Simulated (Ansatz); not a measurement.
Ag:
```cif
data_Ag4
_chemical_formula_sum 'Ag4'
_space_group_name_H-M_alt 'P 1'
_space_group_IT_number 1
_cell_length_a 2.86956
_cell_length_b 2.86956
_cell_length_c 9.35615
_cell_angle_alpha 90.000
_cell_angle_beta 90.000
_cell_angle_gamma 120.000
loop_
_space_group_symop_operation_xyz
  'x, y, z'
loop_
_atom_site_label
_atom_site_type_symbol
_atom_site_fract_x
_atom_site_fract_y
_atom_site_fract_z
_atom_site_occupancy
Ag1 Ag 0.00000 0.00000 0.00000 1
Ag2 Ag 0.00000 0.00000 0.50000 1
Ag3 Ag 0.33333 0.66667 0.25000 1
Ag4 Ag 0.66667 0.33333 0.75000 1
```

Relaxed with PBEsol.

**Question.** Which orbitals make up the states near the Fermi level in plane-wave PAW PBEsol (Ansatz code)?

**Answer.** Within 0.5 eV of the Fermi level: Ag 5s 53 %, Ag 4d 18 %, outside the projected shells 28 %. Projections are on Löwdin-orthogonalised atomic valence shells; empty p or d shells of many metals are not among them.

**Question.** Tabulate the density of states.

**Answer.** States/eV per cell of 4 atoms, in 0.25 eV bins, energy from the Fermi level.

```tsv
E (eV)	total	Ag 4d	Ag 5s	Ag 4p
-7.85	0.13	0.00	0.13	0.00
-7.60	0.25	0.00	0.24	0.00
-7.35	0.33	0.01	0.31	0.00
-7.10	0.43	0.02	0.40	0.00
-6.85	0.57	0.04	0.50	0.01
-6.60	1.10	0.39	0.68	0.01
-6.35	6.64	5.13	1.47	0.02
-6.10	10.74	9.07	1.62	0.02
-5.85	12.70	11.46	1.17	0.02
-5.60	8.61	8.02	0.52	0.02
-5.35	7.41	7.06	0.28	0.01
-5.10	12.04	11.49	0.45	0.02
-4.85	11.99	11.53	0.36	0.01
-4.60	13.31	12.80	0.40	0.01
-4.35	11.39	10.80	0.47	0.01
-4.10	11.72	11.18	0.41	0.01
-3.85	9.08	8.71	0.28	0.01
-3.60	11.01	10.68	0.24	0.01
-3.35	9.98	9.71	0.21	0.00
-3.10	13.41	13.14	0.23	0.00
-2.85	12.51	12.24	0.24	0.00
-2.60	1.04	0.71	0.31	0.00
-2.35	0.93	0.55	0.36	0.00
-2.10	0.90	0.46	0.41	0.00
-1.85	0.90	0.40	0.45	0.00
-1.60	0.91	0.36	0.49	0.00
-1.35	0.92	0.32	0.51	0.00
-1.10	0.94	0.30	0.54	0.00
-0.85	0.97	0.27	0.56	0.00
-0.60	1.01	0.25	0.57	0.00
-0.35	1.08	0.23	0.59	0.00
-0.10	1.10	0.21	0.58	0.00
0.15	1.09	0.19	0.57	0.00
0.40	1.08	0.17	0.54	0.00
0.65	1.04	0.14	0.50	0.00
0.90	1.00	0.13	0.48	0.00
1.15	1.01	0.12	0.45	0.00
1.40	1.01	0.10	0.42	0.00
1.65	1.09	0.10	0.43	0.00
1.90	1.04	0.09	0.41	0.00
2.15	0.96	0.08	0.36	0.00
2.40	1.01	0.07	0.36	0.00
2.65	0.94	0.06	0.32	0.00
2.90	0.84	0.05	0.28	0.00
3.15	0.78	0.04	0.24	0.00
3.40	0.74	0.04	0.21	0.00
3.65	0.75	0.03	0.22	0.00
3.90	0.70	0.04	0.25	0.00
4.15	0.62	0.03	0.25	0.00
4.40	0.66	0.03	0.28	0.00
4.65	1.38	0.08	0.79	0.00
```

Space group P6_3/mmc (dhcp (α-La type)). The first step of the workflow began from a Materials Project structure, measured or hypothetical; the Crystallography Open Database files this formula in space group No. 194, but the cells were not matched. It is not the phase usual at ambient conditions (space group No. 225). Symmetry was held in the PBEsol relaxation; whether a distortion lowers the energy is not shown. No spin polarisation was allowed. Spin–orbit coupling is left out wherever it is not named.

Potentials: the earlier of the program's two PAW sets.
